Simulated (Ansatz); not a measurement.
Cu Kα1 powder pattern (kinematic, no thermal factors).
| 2θ (°) | relative intensity |
| --- | --- |
| 15.64 | 6 |
| 22.14 | 85 |
| 22.48 | 13 |
| 23.50 | 4 |
| 23.55 | 55 |
| 25.11 | 100 |
| 27.22 | 3 |
| 29.72 | 9 |
| 31.58 | 1 |
| 32.54 | 36 |
| 35.62 | 6 |
| 38.84 | 78 |
| 39.68 | 4 |
| 42.11 | 3 |
| 42.36 | 79 |
| 45.16 | 13 |
| 45.34 | 2 |
| 45.92 | 54 |
| 46.81 | 18 |
| 48.18 | 2 |
| 49.66 | 2 |
| 49.73 | 1 |
| 50.89 | 2 |
| 51.55 | 10 |
| 53.62 | 2 |
| 53.71 | 2 |
| 57.64 | 1 |
| 58.82 | 29 |
| 61.05 | 10 |
| 61.20 | 2 |
| 62.40 | 15 |
| 63.53 | 5 |
| 64.77 | 2 |
| 66.07 | 20 |
| 66.37 | 9 |
| 68.16 | 1 |
| 68.24 | 2 |
| 70.33 | 13 |
| 71.01 | 1 |
| 72.74 | 31 |
| 75.32 | 12 |
| 75.50 | 2 |
| 79.36 | 12 |
| 79.83 | 3 |
| 81.32 | 1 |
| 83.36 | 8 |
| 87.60 | 4 |
| 88.15 | 8 |
| 88.33 | 8 |
| 88.79 | 6 |
| 89.80 | 2 |

The pattern is computed from a structure relaxed with Ansatz, DFT PBE, scalar-relativistic, plane waves, PAW. No spin polarisation. Its elements are Cd, Mg, Te.

Q: Give the structure.

A: Mg$_{2}$CdTe$_{3}$.
Space group P6_3mc (No. 186). a = 4.633 Å, b = 4.633 Å, c = 22.647 Å, α = 90.00°, β = 90.00°, γ = 120.00°
| atom | site | symmetry | x | y | z |
| --- | --- | --- | --- | --- | --- |
| Mg | 2b | 3m. | 0.3333 | 0.6667 | 0.6642 |
| Mg | 2b | 3m. | 0.3333 | 0.6667 | 0.9995 |
| Cd | 2b | 3m. | 0.3333 | 0.6667 | 0.3332 |
| Te | 2b | 3m. | 0.3333 | 0.6667 | 0.1242 |
| Te | 2b | 3m. | 0.3333 | 0.6667 | 0.4598 |
| Te | 2b | 3m. | 0.3333 | 0.6667 | 0.7891 |

A pattern alone doesn't exclude other cells with like lines; this is the one computed.

The structure comes from a generated guess; another structure or a mixture of phases may lie lower.
